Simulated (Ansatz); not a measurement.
Li5SbO5 (space group C2/m)

```
Li5SbO5
1.0
    4.83634    -2.01433     0.00000
    4.83634     2.01433     0.00000
   -1.88344     0.00000     5.48574
Li Sb O
5 1 5
Direct
  0.28831   0.28831   0.65711
  0.71169   0.71169   0.34289
  0.00000   0.00000   0.50000
  0.68856   0.68856   0.86004
  0.31144   0.31144   0.13996
  0.00000   0.00000   0.00000
  0.14502   0.14502   0.82575
  0.85498   0.85498   0.17425
  0.50000   0.50000   0.00000
  0.84209   0.84209   0.68145
  0.15791   0.15791   0.31855
```

The slice is a (-1 0 1) plane (indices of the conventional cell) through the point (0.000, 0.000, 0.500) (fractional), spanned by u = [1 -1 0] and v = [111] in vectors of this cell: u (4.03 Å) and v (9.53 Å, at 90° to u). It covers one period; positions are fractions (u, v).

Method: PBEsol (plane waves to 420 eV, PAW, scalar-relativistic; Ansatz, an electronic-structure program). k mesh 7×7×5. Inside the PAW spheres the values are not all-electron values, and peaks at nuclei hang on which shells count as valence. Li5SbO5 was relaxed with its symmetry unable to fall. Spin-orbit coupling is left out, though Sb is heavy.

Task: What is the valence density on the shortest Sb–O line in this plane (2.01 Å), at its midpoint?

Result: 0.73 e/Å³.

Task: What is the ELF at the midpoint of the shortest Sb–O line in this plane (2.01 Å)?

Result: 0.3.

Task: Predict the map of the electrostatic potential energy of an electron, from the cell's mean on the slice.

Result: 
```tsv
v \ u	0.00	0.14	0.29	0.43	0.57	0.71	0.86
0.88	6.2	6.6	6.4	5.3	5.3	6.4	6.6
0.75	x	4.0	6.2	5.1	5.1	6.2	4.0
0.62	6.2	6.0	3.7	-1.1	-1.1	3.7	6.0
0.50	x	x	<-2.0	x	x	<-2.0	x
0.38	6.2	6.0	3.7	-1.1	-1.1	3.7	6.0
0.25	x	4.0	6.2	5.1	5.1	6.2	4.0
0.12	6.2	6.6	6.4	5.3	5.3	6.4	6.6
0.00	x	x	3.9	5.7	5.7	3.9	x
```

Values: electrostatic potential energy of an electron, from the cell's mean, in eV. Points within 0.8 Å of a nucleus are blanked (x), as the pseudised field means little there. Values under -2 eV are set to -2. The zero, the cell's mean, hangs on the PAW cores.
